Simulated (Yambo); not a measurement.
A free-standing PtSe2 monolayer (symmetry P-3m1, slab cell 15.6 Å high), G0W0@PBE in Yambo with this input:

```
rim_cut
gw0
dyson
el_el_corr
HF_and_locXC
ppa
em1d
rim_w
RandQpts= 1000000
RandGvec= 2 Ry
CUTGeo= "slab z"
EXXRLvcs= 104 Ry
VXCRLvcs= 416 Ry
Chimod= "HARTREE"
% BndsRnXp
 23 | 189 |
%
NGsBlkXp= 8 Ry
% LongDrXp
 1.0 | 1.0 | 0.0 |
%
RandGvecW= 1000 mRy
PPAPntXp= 27.2114 eV
% GbndRnge
 1 | 189 |
%
GTermKind= "BG"
DysSolver= "n"
ExtendOut
```

On a 6×6×1 mesh, with wavefunctions cut at 104 Ry, the gap (Γ → (0, 0.167)) is 2.733 eV and the valence edge shifts by -0.356 eV.

What happens with this change: 5 Ry block?

The gap falls by 0.070 eV, to 2.663 eV; the shift of the valence edge becomes -0.263 eV. Neither run is shown to be the converged limit. The mesh misses a band edge: along a dense path the PBE gap is 1.43 eV against 1.73 eV on the mesh.

Spin-orbit coupling is not included.

Geometry relaxed with PBEsol; primitive cell a = b = 3.703 Å, c = 15.600 Å, α = β = 90.00°, γ = 120.00°.

A shift is the quasiparticle energy of the state minus its PBE energy.

The potentials are those of PseudoDojo's stringent table.
